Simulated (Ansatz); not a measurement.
MgO (rock salt)

```yaml
crystal:
  lattice:
    - [0.00000, 2.12687, 2.12687]
    - [2.12687, 0.00000, 2.12687]
    - [2.12687, 2.12687, 0.00000]
  atoms:
    - { symbol: O, position: [0.00000, 0.00000, 0.00000] }
    - { symbol: Mg, position: [0.50000, 0.50000, 0.50000] }
```

The numbers are results of PBE (plane waves to 420 eV, PAW, scalar-relativistic; Ansatz, a first-principles code), not measurements. Harmonic phonons by density-functional perturbation theory on a 10×10×10 k mesh, in cm⁻¹; i marks imaginary ones, q is in fractions of the reciprocal vectors of the cell shown, and the three acoustic modes at Γ are left out. The non-analytic (LO-TO) term is not included, so polar modes at Γ have their transverse values. MgO was relaxed with its symmetry unable to fall.

Question: Is the structure dynamically stable at Γ, L = (0.5, 0.0, 0.0), X = (0.5, 0.5, 0.0)?

Answer: No imaginary mode at these points (lowest 258 cm⁻¹ at L = (0.5, 0.0, 0.0)); other wave vectors were not tested.

Question: List the wavenumbers at Γ, L = (0.5, 0.0, 0.0), X = (0.5, 0.5, 0.0), with degeneracies.

Answer: 
| q | wavenumbers (cm⁻¹) |
|---|---|
| Γ | 365 (×3) |
| L = (0.5, 0.0, 0.0) | 258 (×2), 338 (×2), 527, 548 |
| X = (0.5, 0.5, 0.0) | 280 (×2), 400, 418 (×2), 526 |
